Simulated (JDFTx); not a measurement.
Al(100) slab cut from bulk Al (space group Fm-3m, indices of the conventional cell, lattice of the Materials Project entry mp-134, not re-optimised): 4 atoms in 4 planes, a 1x1 cell of 8.16 Å² (|a| = 2.856, |b| = 2.856 Å), 6.2 Å between the outermost planes, cell height 22.1 Å, 8×8×1 k mesh, Fermi smearing 0.01 Ha, no spin polarisation.

All numbers are PBE, GBRV ultrasoft potentials, plane waves to 20/100 Ha results from JDFTx (a modified build), not measurements. Liquid on both sides: SCCS (g09 parameters), water, 1 M NaCl; nuclei fixed, outer atoms relaxed in vacuum. SHE scale: U = −μ/e − 4.44 V, by convention. The surface is an ideal bare cut with both faces alike: no reconstruction, overlayer or explicit solvent molecules. Convergence in thickness and k mesh wasn't tested for this slab.

**Question.** Predict the potential of zero charge and the surface charge against electrode potential.

**Answer.** The potential of zero charge is -0.27 V vs SHE.

```
U (V vs SHE)  μ (eV)  excess electrons per cell  σ (μC/cm², per face)              run
------------  ------  -------------------------  --------------------  ---------------
-0.65          -3.79                      0.039                  -3.8  fixed potential
-0.45          -3.99                      0.019                  -1.9  fixed potential
-0.27          -4.17                      0.000                   0.0          neutral
```
